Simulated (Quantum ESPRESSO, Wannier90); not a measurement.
Wannierisation of Ge2Mo (I4/mmm)

Materials Project entry mp-10201; symmetrised, unrelaxed at this level. Not found in the COD (Crystallography Open Database) copy used, which has the formula in other groups; not checked further. Level: LDA, no spin polarisation, no spin-orbit coupling; pw.x of Quantum ESPRESSO at 64 Ry with PseudoDojo potentials, 10×10×10 k-points, Wannier90. Density: 10×10×10 mesh, cold smearing 0.01 Ry. Spin-orbit coupling, left out, would split the p-like bands by a few tenths of an eV.

On the energy scale of pw.x, whose zero is arbitrary, the Fermi level lies at 17.76 eV.

Input w.win:

```
num_bands = 27
num_wann = 17
exclude_bands = 1-14
num_iter = 800
conv_tol = 1.0e-6
conv_window = 4
dis_num_iter = 1000
dis_conv_tol = 1.0e-6
dis_froz_max = 16.26
write_hr = true
write_u_matrices = true
begin projections
Ge: s;p
Mo: s;p;d
end projections
begin unit_cell_cart
ang
    0.0000000000   -3.3201900000    0.0000000000
    3.3201900000    0.0000000000    0.0000000000
   -1.6600950000    1.6600950000    4.0931900000
end unit_cell_cart
begin atoms_frac
Ge  -0.3383300000 -0.3383300000  0.3233400000
Ge   0.3383300000  0.3383300000 -0.3233400000
Mo   0.0000000000  0.0000000000  0.0000000000
end atoms_frac
mp_grid = 10 10 10
begin kpoints
0.0000000000 0.0000000000 0.0000000000
0.0000000000 0.0000000000 0.1000000000
0.0000000000 0.0000000000 0.2000000000
... (997 more lines: the 10x10x10 mesh through Gamma)
end kpoints
```

Input of pw2wannier90.x that gives the overlap and projection files (equivalent; here they were cut from one run over all bands):

```
&inputpp
  outdir = './out'
  prefix = 'pwscf'
  seedname = 'w'
  write_amn = .true.
  write_mmn = .true.
/
```

Output w.wout (banner and timings cut):

```
                                    ------
                                    SYSTEM
                                    ------

                              Lattice Vectors (Ang)
                    a_1     0.000000  -3.320190   0.000000
                    a_2     3.320190   0.000000   0.000000
                    a_3    -1.660095   1.660095   4.093190

                   Unit Cell Volume:      45.12194  (Ang^3)

                        Reciprocal-Space Vectors (Ang^-1)
                    b_1     0.000000  -1.892417   0.767517
                    b_2     1.892417   0.000000   0.767517
                    b_3    -0.000000   0.000000   1.535034

 *----------------------------------------------------------------------------*
 |   Site       Fractional Coordinate          Cartesian Coordinate (Ang)     |
 +----------------------------------------------------------------------------+
 | ge   1  -0.33833  -0.33833   0.32334   |   -1.66010   1.66010   1.32349    |
 | ge   2   0.33833   0.33833  -0.32334   |    1.66010  -1.66010  -1.32349    |
 | mo   1   0.00000   0.00000   0.00000   |    0.00000   0.00000   0.00000    |
 *----------------------------------------------------------------------------*
                                ------------
                                K-POINT GRID
                                ------------

             Grid size = 10 x 10 x 10      Total points = 1000

 *---------------------------------- MAIN ------------------------------------*
 |  Number of Wannier Functions               :                17             |
 |  Number of Objective Wannier Functions     :                17             |
 |  Number of input Bloch states              :                27             |
 |  Output verbosity (1=low, 5=high)          :                 1             |
 |  Timing Level (1=low, 5=high)              :                 1             |
 |  Optimisation (0=memory, 3=speed)          :                 3             |
 |  Length Unit                               :               Ang             |
 |  Post-processing setup (write *.nnkp)      :                 F             |
 |  Using Gamma-only branch of algorithms     :                 F             |
 *----------------------------------------------------------------------------*
 *------------------------------- WANNIERISE ---------------------------------*
 |  Total number of iterations                :               800             |
 |  Number of CG steps before reset           :                 5             |
 |  Trial step length for line search         :             2.000             |
 |  Convergence tolerence                     :         0.100E-05             |
 |  Convergence window                        :                 4             |
 |  Iterations between writing output         :                 1             |
 |  Iterations between backing up to disk     :               100             |
 |  Write r^2_nm to file                      :                 F             |
 |  Write xyz WF centres to file              :                 F             |
 |  Write on-site energies <0n|H|0n> to file  :                 F             |
 |  Use guiding centre to control phases      :                 F             |
 |  Use phases for initial projections        :                 F             |
 *----------------------------------------------------------------------------*
 *------------------------------- DISENTANGLE --------------------------------*
 |  Using band disentanglement                :                 T             |
 |  Total number of iterations                :              1000             |
 |  Mixing ratio                              :             0.500             |
 |  Convergence tolerence                     :         1.000E-06             |
 |  Convergence window                        :                 3             |
 *----------------------------------------------------------------------------*
 *-------------------------------- PLOTTING ----------------------------------*
 |  Plotting Hamiltonian in WF basis          :                 T             |
 *----------------------------------------------------------------------------*

 *---------------------------------- K-MESH ----------------------------------*
 +----------------------------------------------------------------------------+
 |                    Distance to Nearest-Neighbour Shells                    |
 |                    ------------------------------------                    |
 |          Shell             Distance (Ang^-1)          Multiplicity         |
 |          -----             -----------------          ------------         |
 |             1                   0.153503                      2            |
 |             2                   0.204214                      8            |
 |             3                   0.267628                      4            |
 |             4                   0.298043                      8            |
 |             5                   0.307007                      2            |
 |             6                   0.308526                      8            |
 |             7                   0.378483                      4            |
 |             8                   0.407281                      8            |
       ... (lines left out)
 +----------------------------------------------------------------------------+
 | The b-vectors are chosen automatically                                     |
 | The following shells are used:                       1,  2                 |
 +----------------------------------------------------------------------------+
 |                        Shell   # Nearest-Neighbours                        |
 |                        -----   --------------------                        |
 |                          1               2                                 |
 |                          2               8                                 |
 +----------------------------------------------------------------------------+
 | Completeness relation is fully satisfied [Eq. (B1), PRB 56, 12847 (1997)]  |
 +----------------------------------------------------------------------------+
 |                  b_k Vectors (Ang^-1) and Weights (Ang^2)                  |
 |                  ----------------------------------------                  |
 |            No.         b_k(x)      b_k(y)      b_k(z)        w_b           |
 |            ---        --------------------------------     --------        |
 |             1         0.000000    0.000000    0.153503    14.238632        |
 |             2         0.000000    0.000000   -0.153503    14.238632        |
 |             3         0.189242    0.000000    0.076752     6.980815        |
 |             4         0.000000   -0.189242    0.076752     6.980815        |
 |             5         0.189242    0.000000   -0.076752     6.980815        |
 |             6         0.000000   -0.189242   -0.076752     6.980815        |
 |             7        -0.189242    0.000000   -0.076752     6.980815        |
 |             8        -0.189242    0.000000    0.076752     6.980815        |
 |             9         0.000000    0.189242   -0.076752     6.980815        |
 |            10         0.000000    0.189242    0.076752     6.980815        |
 +----------------------------------------------------------------------------+
 |                           b_k Directions (Ang^-1)                          |
 |                           -----------------------                          |
 |            No.           x           y           z                         |
 |            ---        --------------------------------                     |
 |             1         0.000000    0.000000    0.153503                     |
 |             2         0.189242    0.000000    0.076752                     |
 |             3         0.000000   -0.189242    0.076752                     |
 |             4         0.189242    0.000000   -0.076752                     |
 |             5         0.000000   -0.189242   -0.076752                     |
 +----------------------------------------------------------------------------+

 Starting a new Wannier90 calculation ...

 Reading overlaps from w.mmn

 Reading projections from w.amn

 *------------------------------- DISENTANGLE --------------------------------*
 +----------------------------------------------------------------------------+
 |                              Energy  Windows                               |
 |                              ---------------                               |
 |                   Outer:    4.24881  to   43.51116  (eV)                   |
 |                   Inner:    4.24881  to   16.26000  (eV)                   |
 +----------------------------------------------------------------------------+
   Number of target bands to extract:   17

                   Unitarised projection of Wannier functions
                   ------------------------------------------
   A_mn = <psi_m|g_n> --> S = A.A^+ --> U = S^-1/2.A
   In dis_project... done
   Using an inner window (linner = T)
   In dis_proj_froz... done

                   Extraction of optimally-connected subspace
                   ------------------------------------------
 +---------------------------------------------------------------------+<-- DIS
 |  Iter     Omega_I(i-1)      Omega_I(i)      Delta (frac.)           |<-- DIS
 +---------------------------------------------------------------------+<-- DIS
       1      27.82520579      25.31480184       9.917E-02    <-- DIS
       2      26.27648833      24.60377056       6.799E-02    <-- DIS
       3      25.32954964      24.07589994       5.207E-02    <-- DIS
       4      24.61465031      23.66132315       4.029E-02    <-- DIS
       5      24.06555296      23.32396056       3.180E-02    <-- DIS
       6      23.63368051      23.04216929       2.567E-02    <-- DIS
       ... (lines left out)
     101      20.31155274      20.31029827       6.177E-05    <-- DIS
       ... (lines left out)
     180      20.27044007      20.27042055       9.631E-07    <-- DIS
     181      20.27029459      20.27027779       8.286E-07    <-- DIS
     182      20.27015279      20.27013862       6.991E-07    <-- DIS

             <<<      Delta < 1.000E-06  over  3 iterations     >>>
             <<< Disentanglement convergence criteria satisfied >>>

        Final Omega_I    20.27013862 (Ang^2)

 +----------------------------------------------------------------------------+

 Writing checkpoint file w.chk... done

 *------------------------------- WANNIERISE ---------------------------------*
 +--------------------------------------------------------------------+<-- CONV
 | Iter  Delta Spread     RMS Gradient      Spread (Ang^2)            |<-- CONV
 +--------------------------------------------------------------------+<-- CONV

 ------------------------------------------------------------------------------
 Initial State
  WF centre and spread    1  ( -1.660095,  1.660095,  1.313739 )     1.35667987
  WF centre and spread    2  ( -1.660100,  1.660094,  1.213508 )     1.72523961
  WF centre and spread    3  ( -1.660115,  1.660092,  1.443646 )     1.70058967
  WF centre and spread    4  ( -1.660060,  1.660097,  1.443080 )     1.70038236
  WF centre and spread    5  (  1.660094, -1.660095, -1.313739 )     1.35667989
  WF centre and spread    6  (  1.660101, -1.660094, -1.213508 )     1.72523943
  WF centre and spread    7  (  1.660092, -1.660101, -1.443640 )     1.70061363
  WF centre and spread    8  (  1.660105, -1.660092, -1.443086 )     1.70035797
  WF centre and spread    9  ( -0.000003,  0.000001,  0.000000 )     3.28743444
  WF centre and spread   10  ( -0.000030,  0.000005, -0.000000 )     4.08129957
  WF centre and spread   11  (  0.000038,  0.000001,  0.000039 )     4.12718975
  WF centre and spread   12  ( -0.000007, -0.000007, -0.000037 )     4.11954972
  WF centre and spread   13  ( -0.000007,  0.000001,  0.000000 )     1.19950536
  WF centre and spread   14  (  0.000017,  0.000001, -0.000003 )     1.15258436
  WF centre and spread   15  ( -0.000005, -0.000003,  0.000003 )     1.15345755
  WF centre and spread   16  (  0.000001, -0.000000,  0.000000 )     1.20694671
  WF centre and spread   17  (  0.000001, -0.000000,  0.000000 )     1.14566678
  Sum of centres and spreads (  0.000027, -0.000005,  0.000002 )    34.43941667

      0     0.344E+02     0.0000000000       34.4394166717  <-- CONV
        O_D=      0.0038747 O_OD=     14.1654034 O_TOT=     34.4394167 <-- SPRD
 ------------------------------------------------------------------------------
      1    -0.496E+00     0.2723171084       33.9429188299  <-- CONV
        O_D=      0.0071752 O_OD=     13.6656050 O_TOT=     33.9429188 <-- SPRD
      2    -0.717E+00     0.4230469416       33.2263345420  <-- CONV
        O_D=      0.0134497 O_OD=     12.9427462 O_TOT=     33.2263345 <-- SPRD
      3    -0.426E+00     0.3689545563       32.8003119894  <-- CONV
        O_D=      0.0106267 O_OD=     12.5195467 O_TOT=     32.8003120 <-- SPRD
      4    -0.203E+00     0.2633934960       32.5977549474  <-- CONV
        O_D=      0.0079942 O_OD=     12.3196221 O_TOT=     32.5977549 <-- SPRD
      5    -0.115E+00     0.1916107360       32.4830509910  <-- CONV
        O_D=      0.0082913 O_OD=     12.2046211 O_TOT=     32.4830510 <-- SPRD
       ... (lines left out)
    100    -0.530E-01     0.1097444577       28.7495067425  <-- CONV
        O_D=      0.0162685 O_OD=      8.4630996 O_TOT=     28.7495067 <-- SPRD
       ... (lines left out)
    200    -0.174E-01     0.0681248700       26.4808248792  <-- CONV
        O_D=      0.0106297 O_OD=      6.2000566 O_TOT=     26.4808249 <-- SPRD
       ... (lines left out)
    300    -0.717E-02     0.0324124042       25.3903405371  <-- CONV
        O_D=      0.0076333 O_OD=      5.1125686 O_TOT=     25.3903405 <-- SPRD
       ... (lines left out)
    400    -0.593E-04     0.0036573934       25.2004152857  <-- CONV
        O_D=      0.0045729 O_OD=      4.9257038 O_TOT=     25.2004153 <-- SPRD
       ... (lines left out)
    466    -0.524E-09     0.0003785082       25.1994199753  <-- CONV
        O_D=      0.0044874 O_OD=      4.9247940 O_TOT=     25.1994200 <-- SPRD
    467    -0.381E-06     0.0003784012       25.1994195944  <-- CONV
        O_D=      0.0044874 O_OD=      4.9247936 O_TOT=     25.1994196 <-- SPRD
    468    -0.579E-07     0.0002224822       25.1994195365  <-- CONV
        O_D=      0.0044874 O_OD=      4.9247935 O_TOT=     25.1994195 <-- SPRD
             <<<     Delta < 1.000E-06  over  4 iterations     >>>
             <<< Wannierisation convergence criteria satisfied >>>
 Final State
  WF centre and spread    1  ( -1.193584,  1.944832,  1.593069 )     1.32978838
  WF centre and spread    2  ( -1.660167,  1.660626,  0.658106 )     1.26877587
  WF centre and spread    3  ( -2.140646,  1.920651,  1.593530 )     1.33031239
  WF centre and spread    4  ( -1.645912,  1.114154,  1.591990 )     1.32951018
  WF centre and spread    5  (  1.202737, -1.360587, -1.593467 )     1.32987428
  WF centre and spread    6  (  1.660004, -1.659563, -0.658132 )     1.26871214
  WF centre and spread    7  (  2.148539, -1.414995, -1.593116 )     1.33016266
  WF centre and spread    8  (  1.629055, -2.205319, -1.592001 )     1.32939640
  WF centre and spread    9  ( -0.864442,  0.006216,  0.001279 )     1.90989511
  WF centre and spread   10  ( -0.000312, -0.001667, -0.857150 )     1.81586689
  WF centre and spread   11  (  0.864759, -0.001787,  0.000984 )     1.91063617
  WF centre and spread   12  ( -0.002927, -0.865573,  0.001937 )     1.91444737
  WF centre and spread   13  (  0.000167,  0.000759,  0.856094 )     1.81501906
  WF centre and spread   14  (  0.000089,  0.000024, -0.001518 )     1.14233251
  WF centre and spread   15  ( -0.000009,  0.000510, -0.000986 )     1.14320707
  WF centre and spread   16  (  0.002668,  0.861445, -0.000578 )     1.90137378
  WF centre and spread   17  (  0.000154, -0.002784, -0.000026 )     1.13010929
  Sum of centres and spreads (  0.000174, -0.003059,  0.000014 )    25.19941954

         Spreads (Ang^2)       Omega I      =    20.270138619
        ================       Omega D      =     0.004487401
                               Omega OD     =     4.924793517
    Final Spread (Ang^2)       Omega Total  =    25.199419537
```
